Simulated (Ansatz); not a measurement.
Al$_{3}$Ni$_{2}$ (La2O3 or Ni2Al3 type, P-3m1) at seven volumes, LDA (plane waves, PAW; program Ansatz), shape and atoms relaxed at each. One row is withheld.

| V (Å³/atom) | P (GPa) |
|---|---|
| 11.915 | 17.53 |
| 12.308 | ? |
| 12.701 | 4.94 |
| 13.094 | 0.00 |
| 13.487 | -4.21 |
| 13.880 | -7.80 |
| 14.272 | -10.85 |

**Question.** Fit the shown pressures and predict the withheld one.

**Answer.** P = (3/2)B₀(x^(7/2) − x^(5/2))[1 + (3/4)(B′ − 4)(x − 1)] with x = (V₀/V)^(2/3). Least squares on the six rows gives V₀ = 13.094 Å³/atom, B₀ = 152 GPa, B′ = 4.30. At V = 12.308, x = 1.0421 and P = 10.75 GPa. The run itself gave 10.73 GPa.

The workflow started from a Materials Project entry (that database holds measured and hypothetical structures alike); the Crystallography Open Database copy checked does not list it. Its standing as an ambient phase is unchecked. The LDA relaxation kept the symmetry of its start; of distortions, only those at the zone centre were tested. The run is not spin-polarised.

Potentials: the later of the program's two PAW sets.
